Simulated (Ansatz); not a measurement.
Strain response of Ti$_{2}$Ag

All numbers below come from DFT PBEsol, scalar-relativistic, plane waves, PAW in Ansatz. Run with 420 eV cutoff, 12×12×4 k-mesh, Gaussian smearing of 0.10 eV, no spin polarisation.

Reference structure (relaxed):

```yaml
crystal:
  lattice:
    - [2.89662, 0.00000, 0.00000]
    - [0.00000, 2.89662, 0.00000]
    - [0.00000, 0.00000, 11.86593]
  atoms:
    - { symbol: Ti, position: [0.00000, 0.00000, 0.32843] }
    - { symbol: Ti, position: [0.50000, 0.50000, 0.17157] }
    - { symbol: Ti, position: [0.50000, 0.50000, 0.82843] }
    - { symbol: Ti, position: [0.00000, 0.00000, 0.67157] }
    - { symbol: Ag, position: [0.00000, 0.00000, 0.00000] }
    - { symbol: Ag, position: [0.50000, 0.50000, 0.50000] }
```

Deformation: uniaxial strain along c, with the lengths of a and b and the atoms relaxed and the angles held, all within the symmetry that the strain leaves. Energies are extrapolated to zero smearing. On this cell's mesh the reference holds a stress of up to 0.14 GPa.

Q: Give the structure at -3.0 %.

A:
```yaml
crystal:
  lattice:
    - [2.93829, 0.00000, 0.00000]
    - [0.00000, 2.93829, 0.00000]
    - [0.00000, 0.00000, 11.50995]
  atoms:
    - { symbol: Ti, position: [0.00000, 0.00000, 0.32902] }
    - { symbol: Ti, position: [0.50000, 0.50000, 0.17098] }
    - { symbol: Ti, position: [0.50000, 0.50000, 0.82902] }
    - { symbol: Ti, position: [0.00000, 0.00000, 0.67098] }
    - { symbol: Ag, position: [0.00000, 0.00000, 0.00000] }
    - { symbol: Ag, position: [0.50000, 0.50000, 0.50000] }
```
Space group I4/mmm (139), 2.4 meV/atom over the relaxed crystal.